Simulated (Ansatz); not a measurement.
BeS (wurtzite, P6_3mc), plane-wave PAW PBE (Ansatz code). The conduction-band minimum lies at K, with 2 equivalent valleys. Second derivatives d²E/dk² of the lowest band at one valley (eV·Å²), along Cartesian directions:

```json
[
 {"direction": "[100]", "d²E/dk²": "14.41"},
 {"direction": "[010]", "d²E/dk²": "14.41"},
 {"direction": "[001]", "d²E/dk²": "24.65"},
 {"direction": "[110]", "d²E/dk²": "14.41"},
 {"direction": "[101]", "d²E/dk²": "19.53"},
 {"direction": "[011]", "d²E/dk²": "19.53"}
]
```

Question: Find the principal effective masses, the density-of-states mass and the conductivity mass.

Answer: Off-diagonal terms follow from H_xy = H[110] − (H_xx + H_yy)/2, and m*/mₑ = 7.620 eV·Å² over each eigenvalue: 0.31, 0.53, 0.53. One valley's DOS mass (m₁m₂m₃)^(1/3) = 0.44, conductivity mass 3/(Σ 1/mᵢ) = 0.43 mₑ.

Question: What effective density of states Nc follows at 300 K for parabolic valleys?

Answer: Nc = 2.509e19 × 2 × (0.44)^(3/2) ≈ 1.5e19 cm⁻³.

The start of the workflow was typed in or built on a structure type; neither database checked (COD, Materials Project) lists it. COD files the formula under space group No. 216, so this cell is another polymorph or a model. Its standing as an ambient phase is unchecked. The PBE relaxation kept the symmetry of its start; whether a distortion lowers the energy is not shown.

Potentials: the earlier of the program's two PAW sets.

Edges and masses are those of Kohn–Sham bands, whose gap is no quasiparticle gap.
